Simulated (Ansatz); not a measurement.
A relaxation computed with Ansatz, from input to last step.

```yaml
crystal:
  lattice:
    - [5.1139096113, 0.0, 0.0]
    - [0.0, 5.1139096113, 0.0]
    - [0.0, 0.0, 5.1139096113]
  atoms:
    - { symbol: Ba, position: [0.0, 0.5, 0.5] }
    - { symbol: Ba, position: [0.5, 0.0, 0.5] }
    - { symbol: Ba, position: [0.5, 0.5, 0.0] }
    - { symbol: Cd, position: [0.0, 0.0, 0.0] }
basis:
  ecutwfc: 420
kpoints:
  mp_grid: { grid: [4, 4, 4] }
hamiltonian:
  xc: pbe
scf:
  occupations: { method: gaussian, width: 0.1 }
  lower_state_search: "off"
output:
  forces: true
  stress: true
  eigenvalues: true
relax:
  adjacent_minimum: "off"
  f_tol: 0.04
  max_steps: 70
  cell: { stress_tol: 0.4 }
```

```bash
ansatz run input.yaml --threads 1 --pin off --max-ram 2560MiB --backend cpu --events-out ev --progress --plain --runs-dir out
```

These are results of Ansatz, DFT PBE, scalar-relativistic, plane waves, PAW, not measurements.

Of 5 frames 5 are shown, positions in Å and forces in eV/Å; the SCF threshold varies from step to step. Steps run on the plane waves of an earlier cell, with a Pulay correction in the pressure. The basis is chosen afresh for the last frame, the zero of the energies, and at times for earlier ones too; energy and pressure step there, also at an unchanged geometry. Here that happened at step 5 (-5 meV/atom, 0.2 GPa); the frames before carry an error of that size.

```xyz
4
Lattice="5.1139 0.0000 0.0000 0.0000 5.1139 0.0000 0.0000 0.0000 5.1139" Properties=species:S:1:pos:R:3:forces:R:3 pbc="T T T" step=1 free_energy_over_end_meV_per_atom=269.48 pressure_GPa=8.10
Ba    0.0000    2.5570    2.5570    0.0000    0.0000    0.0000
Ba    2.5570    0.0000    2.5570    0.0000    0.0000    0.0000
Ba    2.5570    2.5570    0.0000    0.0000    0.0000    0.0000
Cd    0.0000    0.0000    0.0000    0.0000    0.0000    0.0000
4
Lattice="5.3632 0.0000 0.0000 0.0000 5.3632 0.0000 0.0000 0.0000 5.3632" Properties=species:S:1:pos:R:3:forces:R:3 pbc="T T T" step=2 free_energy_over_end_meV_per_atom=90.52 pressure_GPa=3.59
Ba    0.0000    2.6816    2.6816    0.0000    0.0000    0.0000
Ba    2.6816    0.0000    2.6816    0.0000    0.0000    0.0000
Ba    2.6816    2.6816    0.0000    0.0000    0.0000    0.0000
Cd    0.0000    0.0000    0.0000    0.0000    0.0000    0.0000
4
Lattice="5.6004 0.0000 0.0000 0.0000 5.6004 0.0000 0.0000 0.0000 5.6004" Properties=species:S:1:pos:R:3:forces:R:3 pbc="T T T" step=3 free_energy_over_end_meV_per_atom=15.31 pressure_GPa=1.13
Ba    0.0000    2.8002    2.8002    0.0000    0.0000    0.0000
Ba    2.8002    0.0000    2.8002    0.0000    0.0000    0.0000
Ba    2.8002    2.8002    0.0000    0.0000    0.0000    0.0000
Cd    0.0000    0.0000    0.0000    0.0000    0.0000    0.0000
4
Lattice="5.7239 0.0000 0.0000 0.0000 5.7239 0.0000 0.0000 0.0000 5.7239" Properties=species:S:1:pos:R:3:forces:R:3 pbc="T T T" step=4 free_energy_over_end_meV_per_atom=4.62 pressure_GPa=0.06
Ba    0.0000    2.8620    2.8620    0.0000    0.0000    0.0000
Ba    2.8620    0.0000    2.8620    0.0000    0.0000    0.0000
Ba    2.8620    2.8620    0.0000    0.0000    0.0000    0.0000
Cd    0.0000    0.0000    0.0000    0.0000    0.0000    0.0000
4
Lattice="5.7239 0.0000 0.0000 0.0000 5.7239 0.0000 0.0000 0.0000 5.7239" Properties=species:S:1:pos:R:3:forces:R:3 pbc="T T T" step=5 free_energy_over_end_meV_per_atom=0.00 pressure_GPa=0.28
Ba    0.0000    2.8620    2.8620    0.0000    0.0000    0.0000
Ba    2.8620    0.0000    2.8620    0.0000    0.0000    0.0000
Ba    2.8620    2.8620    0.0000    0.0000    0.0000    0.0000
Cd    0.0000    0.0000    0.0000    0.0000    0.0000    0.0000
```

The start puts this composition into another compound's structure type, which needn't suit it. The cell swells from 33.4 to 46.9 Å³ an atom, so the end can be far from any stable crystal. At the end the space group is Pm-3m (tolerance 0.05 Å).

The run took 19 s on 1 thread of Arm Neoverse V1 (shared host), peak memory 0.41 GiB.

The k mesh is coarse.